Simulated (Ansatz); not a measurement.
## Cd₃HgTe₄ (P-4m2) at 3 levels of theory

One geometry, relaxed with PBE; plane waves with PAW potentials in Ansatz, scalar-relativistic unless the row names spin-orbit coupling. No spin polarisation but for the spin–orbit row. Gaps are the least over mesh and band path; pressure is positive in compression.

```cif
data_structure
_symmetry_space_group_name_H-M 'P-4m2'
_symmetry_Int_Tables_number 115
_cell_length_a 4.6874
_cell_length_b 4.6874
_cell_length_c 13.2426
_cell_angle_alpha 90.000
_cell_angle_beta 90.000
_cell_angle_gamma 90.000
_cell_volume 290.96
loop_
_atom_site_label
_atom_site_type_symbol
_atom_site_symmetry_multiplicity
_atom_site_Wyckoff_symbol
_atom_site_fract_x
_atom_site_fract_y
_atom_site_fract_z
_atom_site_occupancy
Cd1 Cd 2 e 0.00000 0.00000 0.74952 1
Cd2 Cd 1 c 0.50000 0.50000 0.50000 1
Hg1 Hg 1 b 0.50000 0.50000 0.00000 1
Te1 Te 2 g 0.50000 0.00000 0.87396 1
Te2 Te 2 g 0.50000 0.00000 0.37528 1
```

| level | cutoff (eV) | k mesh | gap (eV) | pressure (GPa) |
| --- | --- | --- | --- | --- |
| PBE | 420 | 8×8×4 | 0.18 | 0.0 |
| PBE with spin-orbit coupling | 420 | 8×8×4 | 0 | 0.0 |
| PBEsol | 420 | 8×8×4 | 0.09 | -2.2 |

Spin-orbit coupling matters for the bands of heavy elements and enters only rows that name it. The smearing is narrow for a metal on this mesh.

It was reached by relaxing an invented guess, and it needn't be the stable form of this composition.
